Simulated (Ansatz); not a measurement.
SrMg₂:
```xyz
12
Lattice="6.4715 0.0000 0.0000 -3.2358 5.6045 0.0000 0.0000 0.0000 10.3938" Properties=species:S:1:pos:R:3 pbc="T T T"
Sr     0.0000     3.7363     9.7647
Sr     3.2358     1.8682     0.6292
Sr     3.2358     1.8682     4.5678
Sr     0.0000     3.7363     5.8261
Mg     4.8593     0.9308     7.7954
Mg    -1.6236     4.6737     2.5985
Mg     1.6236     4.6737     2.5985
Mg     1.6122     0.9308     7.7954
Mg     3.2358     3.7429     7.7954
Mg     0.0000     1.8616     2.5985
Mg     0.0000     0.0000     5.1969
Mg     0.0000     0.0000     0.0000
```

Relaxed with r²SCAN. Special points in fractions of this cell's reciprocal vectors: Γ (0.000, 0.000, 0.000); M (0.500, 0.000, 0.000); K (0.333, 0.333, 0.000); A (0.000, 0.000, 0.500); L (0.500, 0.000, 0.500); H (0.333, 0.333, 0.500).

Q: List the band energies nearest the Fermi level at these points for r²SCAN (plane waves, PAW; program Ansatz).

A: In eV from the Fermi level; about four levels below and three above (degenerate sets whole), none deeper than 8.9 eV; points with the same levels are listed once.

```csv
k,below,above
Γ,-0.32 -0.32 -0.10 -0.10,0.43 0.98 1.21 1.21
M,-1.60 -1.44 -0.81 -0.07,0.00 0.05 0.87
K,-2.52 -2.52 -1.36 -1.36,0.15 0.35 0.38 0.38
A,-0.30 -0.30 -0.30 -0.30,0.71 0.71 0.71 0.71
L,-1.41 -1.41 -0.45 -0.45,0.43 0.43 1.10 1.10
H,-0.52 -0.52 -0.19 -0.19,0.58 0.58 0.65 0.65
```

Space group P6_3/mmc. The first step of the workflow began from a Materials Project structure, measured or hypothetical; the Crystallography Open Database files this formula in space group No. 194, but the cells were not matched. Whether it is the stable phase at ambient conditions was not checked. The cell was relaxed with r²SCAN under the symmetry of its start; its stability against distortions is not shown here. Scalar-relativistic: spin–orbit coupling is off unless named, which matters more the heavier the elements.

Potentials: the later of the program's two PAW sets.
